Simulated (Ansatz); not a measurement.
W:
```
CELL_PARAMETERS angstrom
      5.03204     0.00000     0.00000
      0.00000     5.03204     0.00000
      0.00000     0.00000     5.03204
ATOMIC_POSITIONS crystal
  W  0.00000 0.00000 0.00000
  W  0.50000 0.50000 0.50000
  W  0.00000 0.50000 0.25000
  W  0.00000 0.50000 0.75000
  W  0.25000 0.00000 0.50000
  W  0.75000 0.00000 0.50000
  W  0.50000 0.75000 0.00000
  W  0.50000 0.25000 0.00000
```

Relaxed with PBEsol. Special points in fractions of this cell's reciprocal vectors: Γ (0.000, 0.000, 0.000); X (0.000, 0.500, 0.000); M (0.500, 0.500, 0.000); R (0.500, 0.500, 0.500).

Q: List the band energies nearest the Fermi level at these points for PBEsol with spin–orbit coupling in the plane-wave PAW code Ansatz.

A: In eV from the Fermi level; about four levels below and three above (degenerate sets whole), none deeper than 8.9 eV; points with the same levels are listed once.

```csv
k,below,above
Γ,-0.73 -0.73 -0.73 -0.73 -0.26 -0.26,1.49 1.49 1.49 1.49
X,-1.05 -1.05 -1.05 -1.05,0.43 0.43 0.43 0.43
M,-1.20 -1.20 -0.96 -0.96,0.18 0.18 0.18 0.18
R,-1.47 -1.47 -1.47 -1.47 -1.47 -1.47 -1.47 -1.47,1.19 1.19 1.19 1.19 1.19 1.19 1.19 1.19
```

Space group Pm-3n (A15 (β-W type)). The workflow started from an entry of the Crystallography Open Database (COD), which files this formula under 6 space groups. It is not the phase usual at ambient conditions (space group No. 229). The cell was relaxed with PBEsol under the symmetry of its start; of distortions, only those at the zone centre were tested. The run is not spin-polarised.

Potentials: the later of the program's two PAW sets.
